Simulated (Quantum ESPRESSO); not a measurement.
Si2BPC4, a curve over strain

Computed values, not a measurement. The program is pw.x of Quantum ESPRESSO 7.5 (plane-wave density functional theory). The cell is made up: 8 atoms on a zincblende/diamond lattice, with randomly drawn elements, strain and displacements, not relaxed. PseudoDojo standard norm-conserving files (v0.5 for PBE, v0.4.1 for LDA and PBEsol) set the functional; there is no spin polarisation, spin-orbit coupling or dispersion term, and the masses in the input are unused placeholders.

Seven runs add a strain to one cell (along z); the atoms follow the cell and are not relaxed. Stress in the table is positive in tension.

Input of the run at +0.0058:

```
&control calculation='scf', pseudo_dir='./dojo.nc.sr.pbe.v0_5.standard.upf', outdir='./o', disk_io='medium', tprnfor=.true., tstress=.true. /
&system ibrav=0, nat=8, ntyp=4, nbnd=22, ecutwfc=82.02448710, nosym=.true., tot_charge=0,
 occupations='smearing', smearing='fd', degauss=0.0018374661
/
&electrons conv_thr=7.350e-09, electron_maxstep=60, /
ATOMIC_SPECIES
B 1.0 B.upf
C 1.0 C.upf
P 1.0 P.upf
Si 1.0 Si.upf
CELL_PARAMETERS angstrom
4.4605 0.0 0.0
0.0 4.4605 0.0
0.0 0.0 4.4864
ATOMIC_POSITIONS angstrom
Si -0.0806 0.0785 -0.0606
B -0.0868 2.4486 2.2475
Si 2.2173 -0.0755 2.2651
P 2.2858 2.2648 0.121
C 1.0685 1.0398 1.3167
C 1.0387 3.4263 3.2978
C 3.2544 1.0946 3.3717
C 3.5511 3.4016 1.1076
K_POINTS automatic
4 4 4 1 1 1
```

| added strain | free energy less that of the input shown (eV) | stress xx (GPa) | stress yy (GPa) | stress zz (GPa) | stress xy (GPa) | pressure (GPa) | iterations |
| --- | --- | --- | --- | --- | --- | --- | --- |
| -0.0179 | -0.2533 | 20.10 | 22.76 | 15.65 | -0.69 | -19.50 | 13 |
| -0.0074 | -0.1532 | 20.58 | 23.20 | 18.95 | -0.70 | -20.91 | 13 |
| +0.0058 | 0.0000 | 21.07 | 23.64 | 23.01 | -0.71 | -22.57 | 12 |
| +0.0112 | 0.0713 | 21.24 | 23.78 | 24.64 | -0.72 | -23.22 | 12 |
| +0.0134 | 0.1013 | 21.30 | 23.83 | 25.29 | -0.72 | -23.48 | 12 |
| +0.0172 | 0.1556 | 21.40 | 23.92 | 26.42 | -0.73 | -23.91 | 12 |
| +0.0209 | 0.2109 | 21.49 | 23.99 | 27.51 | -0.73 | -24.33 | 12 |

A cubic fit gives a slope of stress zz against the added strain of 307 GPa at zero added strain, with the atoms clamped. Across the table the free energy follows the integral of the stress to within 1.5 meV. A rerun of one of the cells at 1347 eV and a 6 x 6 x 6 mesh moved values by no more than 0.007 eV in energy, 0.08 GPa in stress and 0.005 eV/Å in force.